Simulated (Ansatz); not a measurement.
Ansatz input

```yaml
crystal:
  lattice:
    - [6.016189218, 0.0, 0.0]
    - [-3.008094609, 5.2101726968, 0.0]
    - [0.0, 0.0, 3.1894536299]
  atoms:
    - { symbol: Te, position: [0.0, 1.0, 0.0] }
    - { symbol: Te, position: [0.3333333333, 0.6666666667, 0.5] }
    - { symbol: Te, position: [0.6666666667, 0.3333333333, 0.5] }
hamiltonian:
  xc: blyp
  pseudopotentials:
    kind: paw
    azcp:
      Te: "pseudopotentials/Te.paw.azcp"
basis:
  ecutwfc: 420
  fft_grid_basis: typed
kpoints:
  mp_grid: { grid: [8, 8, 13], shift: [0, 0, 0] }
magnetization:
  spin_polarized: false
scf:
  occupations: { method: fermi_dirac, width: 0.1 }
```

and its output:

```
Engine: ansatz 0.2.0, x86_64-unknown-linux-gnu
Pseudopotentials: kind: paw
Pseudopotential: Te, paw, valence charge 16, recommended cutoff 420 eV (normal) 
Functional definition: BLYP
  parameter beta = 0.0042
  parameter a = 0.04918
  parameter b = 0.132
  parameter c = 0.2533
  parameter d = 0.349
  exchange = b88_x(beta = beta)
  correlation = lyp_c(a = a, b = b, c = c, d = d)
Crystal: 3 atoms, lattice volume = 99.975 Å³
Basis set: ecut = 420 eV, 1973 PW (Γ), exchange–correlation on 90×90×48 points (8 copies of the dense FFT grid, shifted against one another)
Bands: 28, of which v1, the nominal top of the filled ones, is band 24 counted from 1 (23 counted from 0)
Symmetry: 24 space group operations
Space group: P6/mmm (ITA 191), of the structure as read, at distance tolerance 4.6e-5 Å
k-points: 70 of 832
Non-local potential: Te, projectors of the file, l = 0: 2, l = 1: 2, l = 2: 2, l = 3: 2
PAW form: soft (Blöchl's): semilocal exchange-correlation on the pseudo side does not see the compensation charge
PAW frozen core: Te, regenerated for the run's functional, and the local potential with it (the file was generated under x = pbe(κ = 0.804, μ = 0.2195149727645171), c = pbe(β = 0.06672455060314922))
PAW one-centre angular grid: Te, 590 points (default); XC on 64 Gauss nodes
Initial density: superposition of atomic densities (neutral atoms: chi_scale 0, normalization atom), corrected by the library's trained network
Initial wavefunctions: pseudopotential atomic-orbital guess
Functional: x = b88, c = lyp
SCF iter   1: F=—  HF=-20990.177863 eV  |F-HF|=—  |Δ(HF+E_count)|=         —  Δρ=5.95e-3  dr2=4.59e-2  ethr=1.77e-3  ⟨swp⟩=6.6  Hψ=8350  notcnv=0
SCF iter   2: F=—  HF=-20990.167798 eV  |F-HF|=—  |Δ(HF+E_count)|=   1.01e-2  Δρ=3.83e-3  dr2=1.83e-2  ethr=9.57e-5  ⟨swp⟩=1.4  Hψ=2569  notcnv=0
SCF iter   3: F=—  HF=-20990.162767 eV  |F-HF|=—  |Δ(HF+E_count)|=   5.03e-3  Δρ=9.94e-4  dr2=1.48e-3  ethr=3.81e-5  ⟨swp⟩=2.0  Hψ=2563  notcnv=0
SCF iter   4: F=—  HF=-20990.162396 eV  |F-HF|=—  |Δ(HF+E_count)|=   3.71e-4  Δρ=4.27e-4  dr2=1.46e-4  ethr=3.08e-6  ⟨swp⟩=2.0  Hψ=2948  notcnv=0
SCF iter   5: F=—  HF=-20990.162452 eV  |F-HF|=—  |Δ(HF+E_count)|=   5.60e-5  Δρ=6.73e-5  dr2=3.83e-6  ethr=3.04e-7  ⟨swp⟩=3.0  Hψ=4425  notcnv=0
SCF iter   6: F=—  HF=-20990.162463 eV  |F-HF|=—  |Δ(HF+E_count)|=   1.09e-5  Δρ=2.02e-5  dr2=4.72e-7  ethr=7.97e-9  ⟨swp⟩=2.0  Hψ=3650  notcnv=0
SCF iter   7: F=—  HF=-20990.162463 eV  |F-HF|=—  |Δ(HF+E_count)|=   5.13e-7  Δρ=9.10e-6  dr2=1.06e-7  ethr=2.08e-10  ⟨swp⟩=3.0  Hψ=4567  notcnv=0
SCF iter   8: F=-20990.162463 eV  HF=-20990.162463 eV  |F-HF|=1.40e-9  |Δ(HF+E_count)|=   5.42e-8  Δρ=2.01e-6  dr2=8.75e-9  ethr=2.08e-10  ⟨swp⟩=2.1  Hψ=3933  notcnv=0
SCF 1 converged in 8 iterations: F = -20990.162463 eV  dr2 = 8.75e-9
SCF converged after 8 iterations
Free energy (F): -20990.162463 eV
Harris-Foulkes:  -20990.162463 eV  (|F-HF|=1.40e-9)
Internal energy: -20990.053524 eV  (E = F + TS)
E sigma→0 (E₀):  -20990.107994 eV
Entropy (-TS):   -0.108939 eV (-36.313 meV/atom)
Fermi energy:    9.027311 eV
--- Per-component energies (eV) ---
  E_band       = -764.487676
  E_kinetic    = 540.350870
  E_local      = -3548.179221  (includes V_loc(G=0)·N_el)
  E_nonlocal   = -937.800400
  E_hartree    = 2306.472327
  E_xc         = -365.117923
  E_vxc        = -301.238368  (∫ρ·V_xc dr)
  E_paw        = -14042.485799  (= ΣΔE_a)
  E_vpaw       = -1130.565964  (= ΣTr[D̂ρ^β])
  E_aug_tail   = -0.000568  (compensation charges beyond the density's cutoff)
  E_ewald      = -4943.210019
  E_core_change = -0.082790  (= ΣΔE_core)
  E_smearing   = -0.108939  (= −TS)
  E_closure    = 0.000000  (closes the sum)
  Σ components = -20990.162463   (vs F -20990.162463, Δ=0.00e0)
```

Command:

```sh
ansatz run input.yaml --threads 2 --pin off --max-ram 5120MiB --backend cpu --events-out ev --progress --plain --runs-dir out
```

On 2 threads of Intel(R) Xeon(R) Platinum 8375C CPU @ 2.90GHz (Ice Lake) (shared host) this took about 4.2 s of wall time and 7.6 s of CPU time.
